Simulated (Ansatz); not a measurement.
Ta₃Sb (Pm-3n): electronic heat capacity and spin susceptibility from the density of states

Level of theory: DFT PBEsol, scalar-relativistic, plane waves, PAW (Ansatz 0.2.0).

Cutoff 420 eV; k points 8×8×8 on the computed 8-atom cell (Γ-centred); Gaussian smearing, width 0.10 eV; no spin polarisation.

Relaxed cell: Pm-3n, a = 5.239 Å, b = 5.239 Å, c = 5.239 Å, α = 90.00°, β = 90.00°, γ = 90.00°, 8 atoms in the primitive cell. Whether it is the stable form of this composition wasn't checked.

The density of states at the Fermi level is 2.016 states/eV in the cell of 8 atoms (2 formula units; both spins, tetrahedra on a 12×12×12 mesh). Averaged over bins of 0.1 eV the density runs from 1.9 to 4.6 states/eV within 0.2 eV of the Fermi level, so the figure hangs on the exact place of that level.

Q: What Sommerfeld coefficient and Pauli susceptibility does this give?

A: Per formula unit N(E_F) = 1.008 states/eV. γ = (π²/3) k_B² N(E_F) N_A = 2.357 mJ/(mol K²) per state/eV, so γ = 2.4 mJ/(mol K²), a mole of formula units. χ_P = μ_B² N(E_F) N_A = 3.23×10⁻⁵ emu/mol per state/eV gives 3.3×10⁻⁵ emu/mol. This is the bare band result: a measured γ of the same phase is as a rule larger by a factor 1 + λ from phonons and spin fluctuations, the spin part of χ is larger by the Stoner factor, and a measured χ also holds orbital and core terms. N(E_F) at one energy is sensitive to the mesh where the density of states has sharp peaks.

Spin-orbit coupling is left out, which matters for the bands of heavy elements.